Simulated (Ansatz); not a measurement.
AlN (zinc blende, F-43m), LDA in the plane-wave PAW code Ansatz, all energies at zero smearing, with the estimated change up to a 700 eV cutoff added, with one set of potentials and settings (totals compare only within such a set). Cell of 2 atoms (1 Al, 1 N): -889.819 eV.

```csv
element,reference phase,E (eV/atom)
Al,"Fm-3m, 1 atoms in the cell",-512.8755
N,"P4_2/mnm, 4 atoms in the cell",-373.6497
```

Formation energy per atom, worked out: (-889.819 − 1×(-512.8755) − 1×(-373.6497))/2 = -1.647 eV/atom (-159 kJ per mol of atoms), at 0 K, without zero-point energy or fitted corrections.

The cell was relaxed with LDA under the symmetry of its start; phonons on a q-mesh show no instability. The references are the lowest solids computed at this level, not always the standard phases (solids in place of the gases).

Potentials: the later of the program's two PAW sets.
